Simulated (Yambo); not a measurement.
Yambo run on HgO (space group P3_221, No. 154). The wavefunctions are PBEsol (Quantum ESPRESSO, PseudoDojo norm-conserving, 84 Ry, without SOC) ones on a 3×3×1 mesh (39 occupied bands); a = 3.654 Å, b = 3.654 Å, c = 8.835 Å, α = 90.00°, β = 90.00°, γ = 120.00°.

Yambo input:

```
rim_cut
gw0
dyson
el_el_corr
HF_and_locXC
ppa
em1d
RandQpts= 1000000
RandGvec= 1 Ry
EXXRLvcs= 84 Ry
VXCRLvcs= 336 Ry
Chimod= "HARTREE"
% BndsRnXp
 13 | 174 |
%
NGsBlkXp= 7 Ry
% LongDrXp
 1.0 | 1.0 | 1.0 |
%
PPAPntXp= 27.2114 eV
% GbndRnge
 1 | 79 |
%
GTermKind= "BG"
DysSolver= "n"
ExtendOut
% QPkrange
 1 | 1 | 39 | 40 |
%
```

k points by index: 1 = Γ.

Table of the .qp output:

```
#    K-point    Band    Eo [eV]    E [eV]    E-Eo [eV]    Vxc [eV]    Vnlxc [eV]    Sc|Eo [eV]    Sc|E [eV]    dSc/dw|Eo [eV]    Re(Z)    Im(Z)
#
    1    39    0.000000    -0.285784    -0.285784    -20.53781    -25.67445    4.767795    4.850853    -7.904710    0.774895    -0.001420
    1    40    1.486129    2.279242    0.793114    -20.62574    -18.27631    -1.361841    -1.556315    -6.671999    0.803088    -0.001174
```
(The two width columns are left out.) Convergence of these settings isn't established.

Geometry relaxed with PBE+D3(BJ).

The structure is a Materials Project entry; no match was found in the copy of COD used, and its stability was not checked.
